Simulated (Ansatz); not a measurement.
Consider the following.

AlNi (rock salt, space group No. 225), a = 4.8050 Å, b = 4.8050 Å, c = 4.8050 Å, α = 90.00°, β = 90.00°, γ = 90.00°; the cell used has 2 atoms.

This is the r²SCAN-relaxed structure.

**Question.** All from DFT-r²SCAN in the program Ansatz with PAW potentials, unless another level is named. Estimate the density of states at the Fermi level.

**Answer.** 0.34 states/eV per atom (mean over ±0.08 eV).

**Question.** What about the formation energy from the elements (no fitted shifts)?

**Answer.** 0.061 eV/atom.

Space group Fm-3m (rock salt). The start of the workflow was typed in or built on a structure type; neither database checked (COD, Materials Project) lists it. It is not the phase usual at ambient conditions (space group No. 221). Symmetry was held in the r²SCAN relaxation. At this level the phase is mechanically unstable. The workflow began spin-polarised and lost its moments. The references are the lowest solids computed at this level, not always the standard phases.

Potentials: the earlier of the program's two PAW sets.
